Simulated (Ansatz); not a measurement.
Trial structure of WF3, not yet relaxed:

```yaml
crystal:
  lattice:
    - [3.71721, 0.00000, 0.00000]
    - [0.00000, 3.71721, 0.00000]
    - [0.00000, 0.00000, 3.76973]
  atoms:
    - { symbol: W, position: [0.00000, 0.00000, 0.00000] }
    - { symbol: F, position: [0.50000, 0.50000, 0.00000] }
    - { symbol: F, position: [0.00000, 0.50000, 0.50000] }
    - { symbol: F, position: [0.50000, 0.00000, 0.50000] }
```

Theory: DFT PBE, scalar-relativistic, plane waves, PAW in Ansatz. Plane waves to 420 eV, a k mesh through Γ of 6×6×6 on the computed 4-atom cell and Gaussian smearing (0.10 eV); collinear spin from starting moments 0.0 0.0 0.0 0.0 μB.

The zero of energy is the elements' standard structures at the same level (F₂ as a molecule); no fitted shifts are applied.

Question: How far from equilibrium is it?

Answer: The pressure is -22.1 GPa (the mean over three directions, positive in compression), the largest force is 0.00 eV/Å (symmetry fixes the atoms), and the energy is −0.56 eV/atom against the elements. The shortest distance is 2.63 Å.

Question: How much does it gain on relaxing, and where does it end?

Answer: Relaxing gains about 0.24 eV/atom (the start's value is from the coarse mesh, so the gain is rough) in 11 ionic steps and ends at −0.80 eV/atom on the finer mesh. The symmetry goes from P4/mmm (No. 123) to Pm-3m (No. 221). The volume per atom shrinks by 21.8 %, from 13.0 to 10.2 Å³. The shortest distance goes from 2.63 Å (W–F and F–F) to 2.43 Å (W–F and F–F). Conventional cell: a = 3.441 Å. Around W lie 12 F at 2.43 Å; around F lie 4 W at 2.43 Å and 8 F at 2.43 Å.

The last run used collinear spin, a 14×14×14 mesh for its 4-atom cell and Gaussian smearing of 0.10 eV. Spin–orbit coupling, which can matter for W, is left out. Another magnetic order may lie lower. The relaxation can't lower the symmetry of the start. A structure relaxed within its symmetry needn't be a true minimum. Another cell of WF3 relaxed alike, in Pm-3m, lies 1.00 eV/atom lower, so this cell isn't the stable form at this level.
